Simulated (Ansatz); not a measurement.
Sr2CdPt2 in space group Immm (No. 71; Pt on 4h, Cd on 2a, Sr on 4j), DFT-PBE in the program Ansatz with PAW potentials, all energies at zero smearing, with the estimated change up to a 700 eV cutoff added, with one set of potentials and settings (totals compare only within such a set). Cell of 5 atoms (2 Pt, 1 Cd, 2 Sr): -40392.645 eV.

```tsv
element	reference phase	E (eV/atom)
Pt	Fm-3m, 1 atoms in the cell	-12523.0127
Cd	P6_3/mmc, 2 atoms in the cell	-8254.4547
Sr	C2/m, 3 atoms in the cell	-3544.2201
```

Formation energy per atom, worked out: (-40392.645 − 2×(-12523.0127) − 1×(-8254.4547) − 2×(-3544.2201))/5 = -0.745 eV/atom (-72 kJ per mol of atoms), at 0 K, without zero-point energy or fitted corrections.

The workflow started from an entry of the Crystallography Open Database (COD, 293 K). Whether it is the stable phase at ambient conditions was not checked. The cell was relaxed with PBE under the symmetry of its start; its stability against distortions is not shown here. The run is not spin-polarised. The references are the lowest solids computed at this level, not always the standard phases. Scalar-relativistic: spin–orbit coupling is off unless named, which matters more the heavier the elements.

Potentials: the later of the program's two PAW sets.
